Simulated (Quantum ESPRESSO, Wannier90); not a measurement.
## Wannierisation of MoS₂ (R3m)

```yaml
crystal:
  lattice:
    - [-1.59215, 2.75768, 0.00000]
    - [-3.18430, 0.00000, 0.00000]
    - [-1.59215, 0.91923, 6.48210]
  atoms:
    - { symbol: Mo, position: [0.00022, 0.00022, 0.99934] }
    - { symbol: S, position: [0.58706, 0.58706, 0.23881] }
    - { symbol: S, position: [0.74670, 0.74670, 0.75991] }
```

Structure: Materials Project mp-1434, symmetrised, not relaxed again. COD (Crystallography Open Database) has the formula in 3 space groups, this one among them (matched by group alone). Computed values, not measurements, from PBEsol: Quantum ESPRESSO (norm-conserving PseudoDojo potentials, cutoff 64 Ry, no spin polarisation, no spin-orbit coupling) on a Γ-centred 12×12×12 mesh, then Wannier90. Density: 12×12×12 mesh, cold smearing 0.01 Ry. The cell is built of weakly bound layers, chains or molecules, whose nearest atoms lie 3.85 Å apart. Database cells relaxed without dispersion often hold them too far apart, which can enlarge gaps and weakens couplings between them; spacing and stacking were not compared with the measured crystal.

The plane-wave run has 27 bands and 26 electrons a cell. On the energy scale of pw.x, whose zero is arbitrary, the valence-band maximum lies at 9.84 eV.

Isolated groups of bands, relative to the valence-band maximum (bands from 18 on overlap up to the last one computed):

| bands | from (eV) | to (eV) | filling | weight on atomic waves |
|---|---|---|---|---|
| 1 | -61.34 | -61.30 | filled | Mo 4s 96 % |
| 2–4 | -35.67 | -35.30 | filled | Mo 4p 98 % |
| 5–6 | -14.74 | -12.42 | filled | S 3s 78 %, Mo 4d 11 %, Mo 5s 8 % |
| 7–13 | -6.56 | 0.00 | filled | S 3p 60 %, Mo 4d 34 % |
| 14–17 | 1.07 | 4.32 | empty | Mo 4d 56 %, S 3p 37 % |

Input w.win, without the blocks of cell, atoms and k-points (1728 lines):

```
num_bands = 21
num_wann = 11
exclude_bands = 1-6
num_iter = 1000
conv_tol = 1.0e-6
conv_window = 4
dis_num_iter = 1000
dis_conv_tol = 1.0e-6
dis_froz_max = 15.84
write_hr = true
write_u_matrices = true
begin projections
f=-0.01199,0.01250,0.00398: d
f=-0.42435,-0.41489,0.24503: p
f=-0.24797,-0.24203,-0.23873: p
end projections
mp_grid = 12 12 12
```

wannier90.x stops with:
```
dis_windows: More states in the frozen window than target WFs
```
At some k-point more bands lie below dis_froz_max than there are Wannier functions, and every frozen state has to fit into the subspace. Mended as below, all else unchanged, the run goes through (Ω_I = 17.2 Å²) and follows the plane-wave bands to 0.5 meV rms (states up to 2.1 eV relative to the valence-band maximum).
```
dis_froz_max = 12.41
```
